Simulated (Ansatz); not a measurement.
# Sr-87 fingerprints of the forms of SrCaLaBiO6

Method: Kohn–Sham DFT in Ansatz, PBE, plane waves and PAW, scalar-relativistic, 420 eV cutoff. Q(Sr-87) = 305.0 mb, I = 9/2. The cells come from the Materials Project (computed, not necessarily observed phases), with the atoms as given or relaxed (PBE, cell held). Forces reach 0.2 eV/Å in them. Spin–orbit coupling is left out, which moves gradients at and beside heavy atoms (Bi, La) by some per cent and at some sites by far more.

Question: A calculated Sr-87 parameter set reads: |C_Q| = 63.2 MHz, η = 1.00. Which structure does it belong to?
A. P-4n2, 20 atoms in the cell run; Sr site: 8 O at 2.69–2.99 Å
B. Pc, 20 atoms in the cell run; Sr site: 8 O at 2.50–3.07 Å

Answer: A. SrCaLaBiO6 in P-4n2 gives |C_Q| = 63.2 MHz, η = 1.00; there Sr has 8 O at 2.69–2.99 Å. SrCaLaBiO6 in Pc gives |C_Q| = 43.3 MHz, η = 0.34; there Sr has 8 O at 2.50–3.07 Å.
